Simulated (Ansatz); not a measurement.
## Competing spin states in RbNiCl3

```xyz
10
Lattice="6.9550 0.0000 0.0000 -3.4775 6.0232 0.0000 0.0000 0.0000 5.9060" Properties=species:S:1:pos:R:3 pbc="T T T"
Rb    0.0000    4.0155    4.4295
Rb    3.4775    2.0077    1.4765
Ni    0.0000    0.0000    0.0000
Ni    0.0000    0.0000    2.9530
Cl   -1.8438    5.0800    1.4765
Cl    1.6337    0.9432    4.4295
Cl    0.0000    1.8865    1.4765
Cl    5.3213    0.9432    4.4295
Cl    1.8438    5.0800    1.4765
Cl    3.4775    4.1367    4.4295
```

All energies were calculated with Ansatz 0.2.0 (r2SCAN; 500 eV; 5×5×5 Γ-centred mesh; fermi-dirac occupations of width 0.050 eV). The atoms are fixed and numbered as listed; spin is collinear, without spin-orbit coupling.

The cycle has several fixed points for this cell. Moments (μB):

```json
{"state": "A", "Ni3": "1.59", "Ni4": "-1.59", "other atoms together": "0.00", "size of the net moment a cell": "0.00"}
{"state": "B", "Ni3": "0.00", "Ni4": "0.00", "other atoms together": "0.00", "size of the net moment a cell": "0.00"}
{"state": "C", "Ni3": "1.59", "Ni4": "1.59", "other atoms together": "0.66", "size of the net moment a cell": "4.00"}
```

Site moments are taken in small spheres that don't touch (radius about 0.4 of the atom's shortest bond), so those of the magnetic atoms read low, and they needn't add up to the net moment. State B was run without spin polarisation.

Task: What is the order in energy at zero smearing?

Result: State A (antiparallel, compensated) comes first by a margin too small to trust; C (parallel moments) lies 0.9 meV above it, B (without moments) lies 279 meV above it, all counted an atom of the cell. The two lowest differ by only 4.7 meV for each atom with a column above, which mesh or functional could overturn.

Task: Which states have a gap on the mesh, and what pressure does each exert on this cell?

Result: A: gap 2.53 eV, 0.4 GPa; B: no gap, -1.2 GPa; C: gap 2.26 eV, 0.4 GPa (positive in compression).

Task: What does magnetism gain here?

Result: 279 meV an atom of the cell, or 1397 meV for each Ni atom, against state B, which has none. A run without spin would miss this and give wrong energies and forces. That state isn't the paramagnet, which keeps its moments, so this is no ordering energy.

The cell is that of a Crystallography Open Database entry, unchanged.

Caveats: only orders that fit this cell and collinear spins were tried, so the true order may need a larger cell or canted moments; atoms and cell are not relaxed, and each state would relax in its own way; semilocal functionals without U often misplace the states of 3d oxides, halides and chalcogenides; the k mesh is coarse, so differences of a few meV are uncertain where a state is a metal; one start a pattern, so a lower state of the same pattern may exist.
